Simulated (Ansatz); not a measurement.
Theory: DFT PBE, scalar-relativistic, plane waves, PAW (Ansatz 0.2.0). All cells share a 420 eV cutoff and Γ-centred k meshes spaced at most about 0.3 Å⁻¹ (about 0.25 or finer for metals, 2π included). No spin polarisation in the final relaxations.

Temperature and zero-point effects are left out. All come from trial cells, and lower structures may exist.

Question: Order these relaxed structures of RbSr by energy, lowest first, with the energy over the lowest of them.
A.

```
CELL_PARAMETERS angstrom
0.00000 4.30904 4.30904
4.30904 0.00000 4.30904
4.30904 4.30904 0.00000
ATOMIC_POSITIONS crystal
Rb 0.00000 0.00000 0.00000
Sr 0.50000 0.50000 0.50000
```

B.

```
CELL_PARAMETERS angstrom
4.44038 0.00000 0.00000
0.00000 6.52159 0.00000
0.00000 0.00000 9.62609
ATOMIC_POSITIONS crystal
Rb 0.00000 0.00000 0.63529
Rb 0.50000 0.50000 0.36471
Sr 0.00000 0.00000 0.09651
Sr 0.50000 0.50000 0.90349
```

Answer: B (0 meV/atom), A (325 meV/atom). Forms: B Rb and Sr ordered on fcc sites, Pmmn; A rock salt type, Fm-3m. Counting all near atoms (those within 1.25 times the shortest distance at each site; a plus sign parts nearer from farther groups): B has Rb 12, Sr 11+1; A has Rb 6, Sr 6. Even the lowest lies +0.12 eV/atom against the elements.

A magnetic state wasn't ruled out in cells without spin, among them Fm-3m. Cells relaxed within their symmetry can be saddle points. The Pmmn cell of RbSr came from shaking the Fm-3m one. Some candidate types were left out of the draw beforehand, so a known form may be missing.
